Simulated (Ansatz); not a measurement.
Hf$_{2}$SnC in space group P6_3/mmc (No. 194; Hf on 4f, Sn on 2d, C on 2a), DFT-PBEsol in the program Ansatz with PAW potentials, all energies at zero smearing, with the estimated change up to a 700 eV cutoff added, with one set of potentials and settings (totals compare only within such a set). Cell of 8 atoms (4 Hf, 2 Sn, 2 C): -74791.751 eV.

```json
[
 {"element": "Hf", "reference phase": "P6_3/mmc, 2 atoms in the cell", "E (eV/atom)": "-15598.0268"},
 {"element": "Sn", "reference phase": "I4_1/amd, 2 atoms in the cell", "E (eV/atom)": "-5949.7830"},
 {"element": "C", "reference phase": "P6_3/mmc, 4 atoms in the cell", "E (eV/atom)": "-246.6950"}
]
```

Formation energy per atom, worked out: (-74791.751 − 4×(-15598.0268) − 2×(-5949.7830) − 2×(-246.6950))/8 = -0.836 eV/atom (-81 kJ per mol of atoms), at 0 K, without zero-point energy or fitted corrections.

The workflow started from a Materials Project entry (that database holds measured and hypothetical structures alike); the Crystallography Open Database copy checked does not list it. Its standing as an ambient phase is unchecked. The PBEsol relaxation kept the symmetry of its start; its stability against distortions is not shown here. No spin polarisation was allowed. The references are the lowest solids computed at this level, not always the standard phases. Scalar-relativistic: spin–orbit coupling is off unless named, which matters more the heavier the elements.

Potentials: the later of the program's two PAW sets.
